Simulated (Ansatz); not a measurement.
Task: Tl (hcp (Mg type), P6_3/mmc) is relaxed with DFT-r²SCAN+D4 in the program Ansatz with PAW potentials. What lattice parameters of the conventional cell result?

Result: a = 3.500 Å, c = 5.572 Å.

The cell was relaxed with r²SCAN+D4 under the symmetry of its start. The pairwise dispersion correction was not fitted to metals. Axis ratios of metals converge slowly with the k-mesh, so a and c are less sure than the volume. Scalar-relativistic: spin–orbit coupling is off unless named, which matters more the heavier the elements.

Potentials: the later of the program's two PAW sets.
